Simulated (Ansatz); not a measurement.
TaC:
```
TaC
1.0
    0.00000     2.23770     2.23770
    2.23770     0.00000     2.23770
    2.23770     2.23770     0.00000
C Ta
1 1
Direct
  0.00000   0.00000   0.00000
  0.50000   0.50000   0.50000
```

Relaxed with PBE. Special points in fractions of this cell's reciprocal vectors: Γ (0.000, 0.000, 0.000); X (0.500, 0.000, 0.500); U (0.625, 0.250, 0.625); K (0.375, 0.375, 0.750); L (0.500, 0.500, 0.500); W (0.500, 0.250, 0.750).

### Question
List the band energies nearest the Fermi level at these points for DFT-PBE in the program Ansatz with PAW potentials.

### Answer
In eV from the Fermi level; about four levels below and three above (degenerate sets whole), none deeper than 8.9 eV; … stands for higher levels left out; points with the same levels are listed once.

```csv
k,below,above
Γ,-1.27 -1.27 -1.27 -0.45 -0.45 -0.45,…
X,-4.59 -4.44 -1.74 -1.74,2.60 4.05 4.05
U,-5.81 -4.85 -3.77 -0.58,3.13 3.95 6.21
L,-8.61 -5.38 -5.38,2.70 2.70 3.66
W,-5.20 -4.93 -4.93,1.62 1.62 4.06
```

Space group Fm-3m (rock salt). The cell was relaxed with PBE under the symmetry of its start. The run is not spin-polarised. Spin–orbit coupling is left out wherever it is not named.

Potentials: the later of the program's two PAW sets.
